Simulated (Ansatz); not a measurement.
**Ir2Rh: stable or not**

The cell was found from a structure generator's guess, not taken from experiment.

The calculation used DFT PBE, scalar-relativistic, plane waves, PAW (Ansatz). Plane waves to 420 eV, an 18×18×4 mesh through Γ for the 6-atom cell and 0.10 eV Gaussian smearing; no spin polarisation.

Space group P-6m2 (No. 187). a = 2.739 Å, b = 2.739 Å, c = 13.293 Å, α = 90.00°, β = 90.00°, γ = 120.00°
```tsv
atom	site	symmetry	x	y	z
Ir	2h	3m.	0.3333	0.6667	0.8330
Ir	1d	-6m2	0.3333	0.6667	0.5000
Ir	1e	-6m2	0.6667	0.3333	0.0000
Rh	2i	3m.	0.6667	0.3333	0.3342
```

Formation energies are uncorrected and refer to the elements' standard structures at the same level.

**Question.** These tests were run: energy against the elements; random kick, then relaxation without symmetry; phonons at Γ. What do they show?

**Answer.**

```tsv
test	result
energy against the elements	+0.04 eV/atom
random kick, then relaxation without symmetry	returns
phonons at Γ	lowest optical mode 55 cm⁻¹
```

It fails one test: energy against the elements. It may still be a metastable minimum.

Spin–orbit coupling, which can matter for Ir, is left out. The kick test ran on a coarse mesh. The run for the phonons used an 18×18×4 k mesh and Fermi–Dirac smearing of 0.15 eV.
